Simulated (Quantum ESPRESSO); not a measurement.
Al2GeZnN4, finding a planted mistake in a log

A calculation, not a measurement. The program is pw.x of Quantum ESPRESSO 7.5 (plane-wave density functional theory). The cell is made up: 8 atoms on a zincblende/diamond lattice, with randomly drawn elements, strain and displacements, not relaxed. PseudoDojo standard norm-conserving files (v0.5 for PBE, v0.4.1 for LDA and PBEsol) set the functional; there is no spin polarisation, spin-orbit coupling or dispersion term, and the masses in the input are unused placeholders.

Intended input:

```
&control calculation='scf', pseudo_dir='./dojo.nc.sr.pbe.v0_5.standard.upf', outdir='./o', disk_io='medium', tprnfor=.true., tstress=.true. /
&system ibrav=0, nat=8, ntyp=4, nbnd=36, ecutwfc=84.00895049, nosym=.true., tot_charge=0,
 occupations='smearing', smearing='fd', degauss=0.0018374661
/
&electrons conv_thr=7.350e-09, electron_maxstep=60, /
ATOMIC_SPECIES
Al 1.0 Al.upf
Ge 1.0 Ge.upf
N 1.0 N.upf
Zn 1.0 Zn.upf
CELL_PARAMETERS angstrom
4.3721 0.0 0.0
0.0 4.3721 0.0
0.0 0.0 4.3721
ATOMIC_POSITIONS angstrom
Al 0.0343 0.0654 -0.0342
Ge -0.0777 2.1362 2.2167
Zn 2.1756 -0.014 2.2684
Al 2.2565 2.2058 0.036
N 1.0612 1.1036 1.089
N 1.1236 3.3005 3.2947
N 3.2409 1.0706 3.2518
N 3.253 3.229 1.0739
K_POINTS automatic
4 4 4 1 1 1
```

The log is shortened where brackets say so; the opening notice, blank lines, dates and the lines on written files are dropped, and the path of the files is cut. It prints rydbergs, bohrs and kilobars, and counts compression as positive stress.

Log of the intended run:

```
     Program PWSCF v.7.5
     Parallel version (MPI & OpenMP), running on       1 processor cores
     Number of MPI processes:                 1
     Threads/MPI process:                     1
     [start-up lines left out]
     bravais-lattice index     =            0
     lattice parameter (alat)  =       8.2621  a.u.
     unit-cell volume          =     563.9841 (a.u.)^3
     number of atoms/cell      =            8
     number of atomic types    =            4
     number of electrons       =        60.00
     number of Kohn-Sham states=           36
     kinetic-energy cutoff     =      84.0090  Ry
     charge density cutoff     =     336.0358  Ry
     scf convergence threshold =      7.3E-09
     mixing beta               =       0.7000
     number of iterations used =            8  plain     mixing
     Exchange-correlation= PBE
                           (   1   4   3   4   0   0   0)
     [axes and pseudopotential details left out]
   Cartesian axes
     site n.     atom                  positions (alat units)
         1        Al     tau(   1) = (   0.0078452   0.0149585  -0.0078223  )
         2        Ge     tau(   2) = (  -0.0177718   0.4885982   0.5070104  )
         3        Zn     tau(   3) = (   0.4976098  -0.0032021   0.5188353  )
         4        Al     tau(   4) = (   0.5161135   0.5045173   0.0082340  )
         5        N      tau(   5) = (   0.2427209   0.2524187   0.2490794  )
         6        N      tau(   6) = (   0.2569932   0.7549004   0.7535738  )
         7        N      tau(   7) = (   0.7412685   0.2448709   0.7437616  )
         8        N      tau(   8) = (   0.7440360   0.7385467   0.2456257  )
     number of k points=    32  Fermi-Dirac smearing, width (Ry)=  0.0018
                       cart. coord. in units 2pi/alat
        k(    1) = (   0.1250000   0.1250000   0.1250000), wk =   0.0625000
        k(    2) = (   0.1250000   0.1250000   0.3750000), wk =   0.0625000
     [further k points left out]
     Dense  grid:    58701 G-vectors     FFT dimensions: (  50,  50,  50)
     Estimated max dynamical RAM per process >      76.32 MB
     Initial potential from superposition of free atoms
     starting charge      59.9941, renormalised to      60.0000
     Starting wfcs are   43 randomized atomic wfcs
     total cpu time spent up to now is        9.7 secs
     per-process dynamical memory:    44.5 Mb
     Self-consistent Calculation
     iteration #  1     ecut=    84.01 Ry     beta= 0.70
     Davidson diagonalization with overlap
     ethr =  1.00E-02,  avg # of iterations =  3.2
     total cpu time spent up to now is       31.6 secs
     total energy              =    -688.32184684 Ry
     estimated scf accuracy    <       2.30941405 Ry
     iteration #  2     ecut=    84.01 Ry     beta= 0.70
     Davidson diagonalization with overlap
     ethr =  3.85E-03,  avg # of iterations =  2.2
     total cpu time spent up to now is       44.7 secs
     total energy              =    -689.03768477 Ry
     estimated scf accuracy    <       1.79557434 Ry
     [iterations 3 to 9 left out]
     iteration # 10     ecut=    84.01 Ry     beta= 0.70
     Davidson diagonalization with overlap
     ethr =  2.79E-09,  avg # of iterations =  2.0
     total cpu time spent up to now is      168.5 secs
     total energy              =    -689.34849381 Ry
     estimated scf accuracy    <       0.00000016 Ry
     iteration # 11     ecut=    84.01 Ry     beta= 0.70
     Davidson diagonalization with overlap
     ethr =  2.73E-10,  avg # of iterations =  2.6
     total cpu time spent up to now is      184.0 secs
     End of self-consistent calculation
     [lines on levels left out]
!    total energy              =    -689.34849386 Ry
     estimated scf accuracy    <          3.8E-09 Ry
     smearing contrib. (-TS)   =       0.00000000 Ry
     internal energy E=F+TS    =    -689.34849386 Ry
     The total energy is F=E-TS. E is the sum of the following terms:
     one-electron contribution =    -463.72956780 Ry
     hartree contribution      =     266.65019530 Ry
     xc contribution           =    -118.23161203 Ry
     ewald contribution        =    -374.03750934 Ry
     convergence has been achieved in  11 iterations
     Forces acting on atoms (cartesian axes, Ry/au):
     atom    1 type  1   force =    -0.01671290   -0.06014969    0.02715609
     atom    2 type  2   force =     0.07571917    0.06027072   -0.03709987
     atom    3 type  4   force =    -0.01177656   -0.00775289   -0.09598380
     atom    4 type  1   force =    -0.09090850   -0.03147938   -0.03209448
     atom    5 type  3   force =    -0.01707214    0.04655522   -0.02283457
     atom    6 type  3   force =    -0.10055843   -0.10266036    0.06280363
     atom    7 type  3   force =     0.06980786    0.06658499    0.09863073
     atom    8 type  3   force =     0.09150150    0.02863140   -0.00057772
     Total force =     0.301458     Total SCF correction =     0.000252
     Computing stress (Cartesian axis) and pressure
          total   stress  (Ry/bohr**3)                   (kbar)     P=      156.18
   0.00105321   0.00039553   0.00008885          154.93       58.18       13.07
   0.00039553   0.00111462   0.00010622           58.18      163.97       15.63
   0.00008885   0.00010622   0.00101716           13.07       15.63      149.63
     init_run     :      8.92s CPU      9.46s WALL (       1 calls)
     electrons    :    166.98s CPU    174.33s WALL (       1 calls)
     forces       :      2.75s CPU      2.78s WALL (       1 calls)
     stress       :     10.96s CPU     11.02s WALL (       1 calls)
     [timing details left out]
     PWSCF        :   3m 9.91s CPU   3m18.00s WALL
     JOB DONE.
```

A second run was made from an input with one planted mistake. Its log:

```
     Program PWSCF v.7.5
     Parallel version (MPI & OpenMP), running on       1 processor cores
     Number of MPI processes:                 1
     Threads/MPI process:                     1
     [start-up lines left out]
     bravais-lattice index     =            0
     lattice parameter (alat)  =       8.2621  a.u.
     unit-cell volume          =     563.9841 (a.u.)^3
     number of atoms/cell      =            8
     number of atomic types    =            4
     number of electrons       =        60.00
     number of Kohn-Sham states=           36
     kinetic-energy cutoff     =      43.5112  Ry
     charge density cutoff     =     174.0448  Ry
     scf convergence threshold =      7.3E-09
     mixing beta               =       0.7000
     number of iterations used =            8  plain     mixing
     Exchange-correlation= PBE
                           (   1   4   3   4   0   0   0)
     [axes and pseudopotential details left out]
   Cartesian axes
     site n.     atom                  positions (alat units)
         1        Al     tau(   1) = (   0.0078452   0.0149585  -0.0078223  )
         2        Ge     tau(   2) = (  -0.0177718   0.4885982   0.5070104  )
         3        Zn     tau(   3) = (   0.4976098  -0.0032021   0.5188353  )
         4        Al     tau(   4) = (   0.5161135   0.5045173   0.0082340  )
         5        N      tau(   5) = (   0.2427209   0.2524187   0.2490794  )
         6        N      tau(   6) = (   0.2569932   0.7549004   0.7535738  )
         7        N      tau(   7) = (   0.7412685   0.2448709   0.7437616  )
         8        N      tau(   8) = (   0.7440360   0.7385467   0.2456257  )
     number of k points=    32  Fermi-Dirac smearing, width (Ry)=  0.0018
                       cart. coord. in units 2pi/alat
        k(    1) = (   0.1250000   0.1250000   0.1250000), wk =   0.0625000
        k(    2) = (   0.1250000   0.1250000   0.3750000), wk =   0.0625000
     [further k points left out]
     Dense  grid:    21879 G-vectors     FFT dimensions: (  36,  36,  36)
     Estimated max dynamical RAM per process >      30.68 MB
     Check: negative core charge=   -0.000242
     Initial potential from superposition of free atoms
     starting charge      59.9941, renormalised to      60.0000
     Starting wfcs are   43 randomized atomic wfcs
     total cpu time spent up to now is        4.3 secs
     per-process dynamical memory:    22.0 Mb
     Self-consistent Calculation
     iteration #  1     ecut=    43.51 Ry     beta= 0.70
     Davidson diagonalization with overlap
     ethr =  1.00E-02,  avg # of iterations =  3.2
     total cpu time spent up to now is       12.8 secs
     total energy              =    -684.54604958 Ry
     estimated scf accuracy    <       2.93041748 Ry
     iteration #  2     ecut=    43.51 Ry     beta= 0.70
     Davidson diagonalization with overlap
     ethr =  4.88E-03,  avg # of iterations =  2.1
     total cpu time spent up to now is       21.1 secs
     total energy              =    -685.45243037 Ry
     estimated scf accuracy    <       2.01763280 Ry
     [iterations 3 to 9 left out]
     iteration # 10     ecut=    43.51 Ry     beta= 0.70
     Davidson diagonalization with overlap
     ethr =  1.08E-09,  avg # of iterations =  2.2
     total cpu time spent up to now is       81.9 secs
     total energy              =    -685.82051138 Ry
     estimated scf accuracy    <       0.00000003 Ry
     iteration # 11     ecut=    43.51 Ry     beta= 0.70
     Davidson diagonalization with overlap
     ethr =  4.42E-11,  avg # of iterations =  2.6
     total cpu time spent up to now is       89.2 secs
     End of self-consistent calculation
     [lines on levels left out]
!    total energy              =    -685.82051138 Ry
     estimated scf accuracy    <          2.8E-09 Ry
     smearing contrib. (-TS)   =      -0.00000000 Ry
     internal energy E=F+TS    =    -685.82051138 Ry
     The total energy is F=E-TS. E is the sum of the following terms:
     one-electron contribution =    -454.11371513 Ry
     hartree contribution      =     259.22113096 Ry
     xc contribution           =    -116.89041785 Ry
     ewald contribution        =    -374.03750935 Ry
     convergence has been achieved in  11 iterations
     Forces acting on atoms (cartesian axes, Ry/au):
     atom    1 type  1   force =    -0.01710035   -0.06064056    0.02763959
     atom    2 type  2   force =     0.08623782    0.06973951   -0.03610472
     atom    3 type  4   force =    -0.01333385   -0.00897882   -0.10742303
     atom    4 type  1   force =    -0.09193460   -0.03240559   -0.03230990
     atom    5 type  3   force =    -0.00645889    0.03815186   -0.02344278
     atom    6 type  3   force =    -0.09907591   -0.10296577    0.06487680
     atom    7 type  3   force =     0.06046787    0.05811256    0.10929523
     atom    8 type  3   force =     0.08119791    0.03898680   -0.00253119
     Total force =     0.307334     Total SCF correction =     0.000113
     Computing stress (Cartesian axis) and pressure
          total   stress  (Ry/bohr**3)                   (kbar)     P=    -4207.13
  -0.02860188   0.00041477   0.00009033        -4207.48       61.01       13.29
   0.00041477  -0.02854587   0.00010523           61.01    -4199.24       15.48
   0.00009033   0.00010523  -0.02865065           13.29       15.48    -4214.66
     init_run     :      3.87s CPU      4.06s WALL (       1 calls)
     electrons    :     82.80s CPU     84.92s WALL (       1 calls)
     forces       :      1.11s CPU      1.12s WALL (       1 calls)
     stress       :      3.92s CPU      3.94s WALL (       1 calls)
     [timing details left out]
     PWSCF        :   1m31.95s CPU   1m34.38s WALL
     JOB DONE.
```

Question: what was wrong in the second input?

Answer: the plane-wave cutoff is too low. The input lines that differ, file-writing options aside:

```
- &system ibrav=0, nat=8, ntyp=4, nbnd=36, ecutwfc=84.00895049, nosym=.true., tot_charge=0,
+ &system ibrav=0, nat=8, ntyp=4, nbnd=36, ecutwfc=43.51119746, nosym=.true., tot_charge=0,
```

```
                                            intended run  run with the mistake
                          free energy (eV)     -9379.064             -9331.063
                    smearing term -TS (eV)        0.0000                0.0000
                            pressure (GPa)         15.62               -420.71
            largest force component (eV/Å)         2.640                 2.810
largest change of a force component (eV/Å)                               0.294
                                iterations            11                    11
```

For scale, a rerun of the intended cell at 1437 eV and a 6 x 6 x 6 mesh moved values by no more than 0.003 eV in energy, 0.02 GPa in stress and 0.002 eV/Å in force.